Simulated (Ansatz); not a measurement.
Here is the system:

Cu:
```yaml
crystal:
  lattice:
    - [0.00000, 1.78164, 1.78164]
    - [1.78164, 0.00000, 1.78164]
    - [1.78164, 1.78164, 0.00000]
  atoms:
    - { symbol: Cu, position: [0.00000, 0.00000, 0.00000] }
```

This is the PBEsol-relaxed structure.

Task: All from plane-wave PAW PBEsol (Ansatz code), unless another level is named. Predict the Poisson's ratio.

Result: 0.34.

Task: And the elastic constants (relaxed ions, GPa)?

Result: C11 = 210, C12 = 147, C44 = 93.8.

Space group Fm-3m (fcc (Cu type)). The PBEsol relaxation kept the symmetry of its start. The run is not spin-polarised. As this level gives no gap, shear constants depend on the k-mesh and smearing (Fermi–Dirac, 0.1 eV here).

Potentials: the earlier of the program's two PAW sets.
